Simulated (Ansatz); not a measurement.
Task: Name crystals whose computed values (DFT-r²SCAN in the program Ansatz with PAW potentials) fall in these windows: B₀ by P(V) fit (GPa) 17 to 23; electron conductivity mass (mₑ) 0.28 to 0.38; gap (eV) 2.4 to 3.1.

Result: 

```csv
crystal,B₀ by P(V) fit (GPa),electron conductivity mass (mₑ),gap (eV)
"Rb3InS3, C2/m (Pearson symbol mS28)",19.3,0.35,2.80
```
Others may fit too.

Standing as an ambient phase not checked: Rb3InS3, C2/m (Pearson symbol mS28). The cell was relaxed under the symmetry of its start. Spin–orbit coupling is left out wherever it is not named.

Potentials: the later of the program's two PAW sets.
